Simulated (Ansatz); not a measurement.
# B, simple cubic: geometry optimisation

Theory: DFT, PBEsol, plane waves (420 eV) with PAW, scalar-relativistic in Ansatz. The PAW files were generated under PBE, with cores re-solved for the functional.

k-point mesh 16×16×16, Fermi-Dirac smearing 0.1 eV, no spin polarisation. Cell and atoms relax.

Starting structure:

```
B
1.0
     1.92005    0.00000    0.00000
     0.00000    1.92005    0.00000
     0.00000    0.00000    1.92005
B
1
Cartesian
  0.0000 0.0000 0.0000
```

Problem. The pressure at the start is -14.8 GPa. By how much does the volume change?

Solution. From 7.08 to 6.61 Å³ per atom, -6.7 %. The final cell has a = 1.876 Å.

Problem. How much energy does the relaxation gain?

Solution. 23.1 meV per atom.

Path of the relaxation (the plane waves are chosen anew near the end, which can shift the energy a little):

| step | E − E(final) (meV/atom) | V (Å³/atom) | P (GPa) | max force (eV/Å) |
| --- | --- | --- | --- | --- |
| 0 | 23.09 | 7.078 | -14.83 | 0.000 |
| 1 | 3.53 | 6.793 | -6.43 | 0.000 |
| 2 | -0.55 | 6.591 | 0.64 | 0.000 |
| 3 | -0.55 | 6.608 | -0.02 | 0.000 |
| 4 | 0.00 | 6.608 | -0.11 | 0.000 |
| 5 | 0.00 | 6.605 | 0.00 | 0.000 |
| 6 | 0.00 | 6.605 | 0.00 | 0.000 |
